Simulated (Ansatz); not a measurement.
According to PBEsol (plane waves, PAW; program Ansatz), VN in the cubic phase (Pm-3m; V on 3c, N on 3d) relaxes to a = 3.902 Å. V has 4 nearest neighbours from 1.95 Å (square planar); N has 4 nearest neighbours from 1.95 Å (square planar). Against the elements it lies at -0.67 eV/atom, with no fitted shifts.

Electronic character: metallic (no gap). The magnetic state found is ferromagnetic. The net moment is 0.10 μB per atom.

An equation-of-state fit gives a bulk modulus of 287 GPa. The relaxed-ion elastic constants in GPa are C11 = 488, C12 = 190, C44 = 68.3. The elastic constants imply a Debye temperature near 648 K.

The start of the workflow was typed in or built on a structure type; neither database checked (COD, Materials Project) lists it. It is not the phase usual at ambient conditions (space group No. 225). The PBEsol relaxation kept the symmetry of its start; whether a distortion lowers the energy is not shown. Spin order of the final state: ferromagnetic, the only order run, not a proven ground state. No Hubbard U is applied. As this level gives no gap, shear constants depend on the k-mesh and smearing (Fermi–Dirac, 0.1 eV here). The references are the lowest solids computed at this level, not always the standard phases (solids in place of the gases).

Potentials: the earlier of the program's two PAW sets. The files were generated under PBE; for other functionals the program regenerates the frozen cores, and for LDA and PBEsol the local potential too.
